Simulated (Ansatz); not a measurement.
# Al₄Fe₃Co (Im-3m) at 2 levels of theory

One geometry, relaxed with PBE; plane waves with PAW potentials in Ansatz, scalar-relativistic. Collinear spin, ending at 1.9 μB a primitive cell. Gaps are the least over mesh and band path; pressure is positive in compression.

```
Al Fe Co
1.0
    -2.86806    2.86806    2.86806
     2.86806   -2.86806    2.86806
     2.86806    2.86806   -2.86806
Al Fe Co
4 3 1
Direct
  0.00000 0.50000 0.00000
  0.50000 0.50000 0.50000
  0.00000 0.00000 0.50000
  0.50000 0.00000 0.00000
  0.50000 0.00000 0.50000
  0.50000 0.50000 0.00000
  0.00000 0.50000 0.50000
  0.00000 0.00000 0.00000
```

```json
{"level": "PBE", "cutoff (eV)": "420", "k mesh": "10×10×10", "gap (eV)": "0", "pressure (GPa)": "0.0", "largest moment (μB)": "0.69"}
```

**Question.** What comes out on the same cell with PBEsol?

**Answer.**
```json
{"level": "PBEsol", "cutoff (eV)": "420", "k mesh": "10×10×10", "gap (eV)": "0", "pressure (GPa)": "-5.5", "largest moment (μB)": "0.68"}
```

The structure comes from a generated guess; another structure or a mixture of phases may lie lower.
